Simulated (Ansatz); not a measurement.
# Relaxing ytterbium (omega (AlB2-type))

Level of theory: DFT, BLYP, plane waves (420 eV) with PAW, scalar-relativistic in Ansatz 0.2.0. The PAW files were generated under PBE, with cores re-solved for the functional.

k-point mesh 6×6×8, Fermi-Dirac smearing 0.1 eV, no spin polarisation. Cell and atoms relax.

Starting structure:

```yaml
crystal:
  lattice:
    - [6.1559491183, 0.0, 0.0]
    - [-3.0779745591, 5.3312083209, 0.0]
    - [0.0, 0.0, 3.7735968095]
  atoms:
    - { symbol: Yb, position: [0.0, 0.0, 0.0] }
    - { symbol: Yb, position: [0.3333333333, 0.6666666667, 0.5] }
    - { symbol: Yb, position: [0.6666666667, 0.3333333333, 0.5] }
hamiltonian:
  xc: blyp
  pseudopotentials:
    kind: paw
    azcp:
      Yb: "pseudopotentials/Yb.paw.azcp"
basis:
  ecutwfc: 420
  fft_grid_basis: typed
kpoints:
  mp_grid: { grid: [6, 6, 8], shift: [0, 0, 0] }
magnetization:
  spin_polarized: false
scf:
  occupations: { method: fermi_dirac, width: 0.1 }
relax:
  max_steps: 60
  f_tol: 0.01
  cell: {}
output:
  write_density: true
  write_potential: true
  elf: true
  volumetric_format: npy
```

Task: What cell does the relaxation end in?

Result: P6/mmm with a = 5.998 Å, c = 3.578 Å (c/a = 0.597); 37.16 Å³ per atom against 41.28 at the start (-10.0 %).

Task: How much energy does the relaxation gain?

Result: 20.0 meV per atom.
